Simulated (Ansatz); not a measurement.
Te:
```
CELL_PARAMETERS angstrom
      2.24418     1.29568     1.83336
     -2.24418     1.29568     1.83336
      0.00000    -2.59136     1.83336
ATOMIC_POSITIONS crystal
  Te 0.50000 0.50000 0.50000
```

Relaxed with r²SCAN+D4.

Problem. Map the electron localisation function on the plane through (0.500, 0.500, 0.500) spanned by u = [1, 0, 0] and v = [0, 1, 0] in lattice vectors, from the program Ansatz at the r²SCAN+D4 level (PAW).

Solution. x is the fraction of u, y of v (the angle between them is 90°; rows are the nearest grid lines); atoms in the plane: Te at (0.00, 0.00).
```
|:  -*%@@%@@%*-  :|
|  .-#%@%#%@%#=.  |
| .:+#@@%#%@@#+:. |
|--+#%@@#+#@@%#+=-|
|*##%@@%+=+%@@%##*|
|%%@@@%*-:-*%@@@%%|
|@@@@%*-:.:-*%@@@@|
|@%%#+-:   :-+#%%@|
|%##+=:.   .:=+##%|
|@%%#+-:   :-+#%%@|
|@@@@%*-:.:-*%@@@@|
|%%@@@%*-:-*%@@@%%|
|*##%@@%+=+%@@%##*|
|-=+#%@@#+#@@%#+--|
| .:+#@@%#%@@#+:. |
|  .=#%@%#%@%#-.  |
|:  -*%@@%@@%*-  :|
```
Scale: ten equal steps from 0.020 (start of ' ') to 0.595 (end of '@'), in the order ' .:-=+*#%@'; x runs from 0.000 to 1.00, y from 0.000 (bottom) to 1.00 (top).

The density is the valence pseudo-density with augmentation charge, so density and ELF within about 1 Å of a nucleus are not all-electron values.

Space group Pm-3m. The start of the workflow was typed in or built on a structure type; neither database checked (COD, Materials Project) lists it. It is not the phase usual at ambient conditions (space group No. 152). The r²SCAN+D4 relaxation kept the symmetry of its start; whether a distortion lowers the energy is not shown. Scalar-relativistic: spin–orbit coupling is off unless named, which matters more the heavier the elements.

Potentials: the earlier of the program's two PAW sets.
